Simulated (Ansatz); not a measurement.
**Computed properties of CaTiHO2**

CaTiHO2:
```xyz
10
Lattice="3.9287 0.0000 0.0000 0.0000 3.9287 0.0000 0.0000 0.0000 7.1237" Properties=species:S:1:pos:R:3 pbc="T T T"
Ca     1.9644     1.9644     1.7809
Ti     0.0000     0.0000     0.0000
O      1.9644     0.0000     0.0000
O      0.0000     1.9644     0.0000
H      0.0000     0.0000     1.7809
Ca     1.9644     1.9644     5.3428
Ti     0.0000     0.0000     3.5619
O      1.9644     0.0000     3.5619
O      0.0000     1.9644     3.5619
H      0.0000     0.0000     5.3428
```
The run is spin-polarised; directions of the spins, atom by atom: 0 ↑ 0 0 0 0 ↓ 0 0 0.

Space group P4/mmm (No. 123); conventional cell a = 3.9287 Å, b = 3.9287 Å, c = 3.5619 Å, α = 90.00°, β = 90.00°, γ = 90.00°.

Method: plane-wave PAW r²SCAN (Ansatz code). Structure relaxed to zero pressure with the same functional. Other levels are named where they apply.

**Cell and energy**

```
Quantity                                                       Value
-----------------------------------------------------  -------------
Volume per atom                                             11.00 Å³
Density                                                   3.65 g/cm³
Formation energy from the elements (no fitted shifts)  -2.41 eV/atom
```

**Electronic structure**

```
Item                                                                         Value
------------------------------------  --------------------------------------------
Electronic character                                             metallic (no gap)
Density of states at the Fermi level  0.17 states/eV per atom (mean over ±0.08 eV)
```

**Magnetism**

```
Quantity                    Value
--------------  -----------------
Magnetic order  antiferromagnetic
Net moment       0.00 μB per atom
```

**Mechanics**

```
Property                             Result
----------------------------------  -------
Bulk modulus (Birch–Murnaghan fit)  132 GPa
Pressure derivative B′                  4.1
```

**Charges**

```
Property                                       Result
-------------  --------------------------------------
Bader charges  Ca +1.58, Ti +1.90, O -1.40, H -0.68 e
```

The start of the workflow was typed in or built on a structure type; neither database checked (COD, Materials Project) lists it. Its standing as an ambient phase is unchecked. The cell keeps a stress of up to 0.2 GPa. The r²SCAN relaxation kept the symmetry of its start, as lowered by the spin order; its stability against distortions is not shown here. Magnetic state: antiferromagnetic, chosen from 4 collinear starts compared on coarse meshes (ties went to the first, and starts can fall back to one state), not a proven ground state. Other orbital occupations within this spin state were not tried. No Hubbard U is applied. The compound may be a true metal, but semilocal functionals without U, or a wrong spin order, can also close a gap. Point labels and valley counts follow the cell and symmetry of the run, lower than the named group. The references are the lowest solids computed at this level, not always the standard phases (solids in place of the gases).

Potentials: the earlier of the program's two PAW sets.
